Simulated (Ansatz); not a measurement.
TlF:
Space group Fm-3m (No. 225); a = b = c = 5.4077 Å, α = β = γ = 90.00°

```json
[
 {"atom": "F", "site": "4b", "symmetry": "m-3m", "x": "0.5000", "y": "0.5000", "z": "0.5000"},
 {"atom": "Tl", "site": "4a", "symmetry": "m-3m", "x": "0.0000", "y": "0.0000", "z": "0.0000"}
]
```
(The calculation used a cell of 2 atoms; values per cell refer to that cell.)

Relaxed with LDA.

### Question
Which orbitals make up the states near the band edges in the program Ansatz at the LDA level (PAW)?

### Answer
Top 1 eV of the valence band: F 2p 50 %, Tl 6s 45 %. Bottom 1 eV of the conduction band: Tl 6p 79 %, F 2s 7 %, Tl 6s 5 %, F 2p 5 %. Projections are on Löwdin-orthogonalised atomic valence shells; empty p or d shells of many metals are not among them.

### Question
Tabulate the density of states.

### Answer
States/eV per cell of 2 atoms, in 0.25 eV bins, energy from the valence-band maximum.

```csv
E (eV),total,F 2p,Tl 6p,Tl 6s
-7.87,0.00,0.00,0.00,0.00
-7.62,0.00,0.00,0.00,0.00
-7.37,0.00,0.00,0.00,0.00
-7.12,0.00,0.00,0.00,0.00
-6.87,0.00,0.00,0.00,0.00
-6.62,0.00,0.00,0.00,0.00
-6.37,0.00,0.00,0.00,0.00
-6.12,0.00,0.00,0.00,0.00
-5.87,0.00,0.00,0.00,0.00
-5.62,2.33,0.76,0.23,1.22
-5.37,2.13,0.80,0.25,1.00
-5.12,1.36,0.60,0.17,0.55
-4.87,0.99,0.48,0.13,0.36
-4.62,0.73,0.39,0.10,0.23
-4.37,0.46,0.28,0.08,0.09
-4.12,0.09,0.06,0.01,0.01
-3.87,1.06,0.82,0.17,0.06
-3.62,2.14,1.78,0.27,0.05
-3.37,3.90,3.45,0.34,0.04
-3.12,4.77,4.40,0.23,0.03
-2.87,4.08,3.85,0.08,0.01
-2.62,0.12,0.10,0.01,0.01
-2.37,0.19,0.13,0.01,0.05
-2.12,0.32,0.18,0.02,0.11
-1.87,0.50,0.27,0.03,0.18
-1.62,0.85,0.46,0.05,0.32
-1.37,1.04,0.54,0.07,0.41
-1.12,1.17,0.59,0.07,0.49
-0.87,1.48,0.73,0.07,0.66
-0.62,1.46,0.73,0.05,0.66
-0.37,0.67,0.34,0.02,0.30
-0.12,0.16,0.08,0.00,0.07
0.13,0.00,0.00,0.00,0.00
0.38,0.00,0.00,0.00,0.00
0.63,0.00,0.00,0.00,0.00
0.88,0.00,0.00,0.00,0.00
1.13,0.00,0.00,0.00,0.00
1.38,0.00,0.00,0.00,0.00
1.63,0.00,0.00,0.00,0.00
1.88,0.10,0.00,0.08,0.00
2.13,0.17,0.01,0.14,0.01
2.38,0.25,0.01,0.19,0.01
2.63,0.32,0.02,0.25,0.02
2.88,0.43,0.03,0.33,0.03
3.13,0.59,0.04,0.45,0.05
3.38,0.82,0.06,0.62,0.07
3.63,1.03,0.10,0.76,0.10
3.88,1.82,0.31,1.31,0.12
4.13,0.67,0.08,0.47,0.08
4.38,0.33,0.02,0.22,0.07
4.63,0.47,0.05,0.34,0.05
4.88,0.84,0.10,0.65,0.05
5.13,0.80,0.09,0.63,0.05
5.38,0.81,0.08,0.64,0.04
5.63,0.81,0.07,0.66,0.04
5.88,0.80,0.06,0.66,0.03
6.13,0.88,0.06,0.74,0.03
6.38,0.93,0.05,0.79,0.03
```

The workflow started from an entry of the Crystallography Open Database (COD); the relaxed space group is not among those it files for this formula. COD files the formula under space group No. 28, 57, 69, 129, 139, so this cell is another polymorph or a model. Whether it is the stable phase at ambient conditions was not checked. Symmetry was held in the LDA relaxation; whether a distortion lowers the energy is not shown. Scalar-relativistic: spin–orbit coupling is off unless named, which matters more the heavier the elements.

Potentials: the later of the program's two PAW sets.
